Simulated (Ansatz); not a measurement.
**Mg2Cd3O5: rattling a relaxed structure**

The structure comes from a generated guess, relaxed at this level; another structure or a mixture of phases may lie lower.

Method: DFT PBE, scalar-relativistic, plane waves, PAW in Ansatz. Settings: cutoff 420 eV, Γ-centred mesh 16×16×16 on the computed 10-atom cell, Gaussian smearing of 0.01 eV; no spin polarisation.

The cell below (10 atoms, space group I4/mmm (No. 139)) is relaxed within its symmetry.

```xyz
10
Lattice="-1.6301 1.6301 11.4937 1.6301 -1.6301 11.4937 1.6301 1.6301 -11.4937" Properties=species:S:1:pos:R:3 pbc="T T T"
Mg    0.0000    0.0000    4.6994
Mg    0.0000    0.0000   18.2879
Cd    0.0000    0.0000   13.9411
Cd    0.0000    0.0000    9.0462
Cd    0.0000    0.0000    0.0000
O     0.0000    0.0000   16.2479
O     0.0000    0.0000    6.7394
O     0.0000    0.0000   20.4490
O     0.0000    0.0000   11.4937
O     0.0000    0.0000    2.5383
```

For the test it was strained at random (σ = 1.5 % a component), the atoms were moved at random (σ = 0.05 Å), and all was relaxed again on a coarse 6×6×6 mesh (in the run’s order of axes) with 0.20 eV smearing, with no symmetry imposed.

Question: What happens?

Answer: It returns, within 1 meV/atom of the unmoved cell on that mesh and with the same symmetry when read at 0.1 Å. No instability shows in this cell; modes of other wave vectors, which need another repeat, aren't tested.
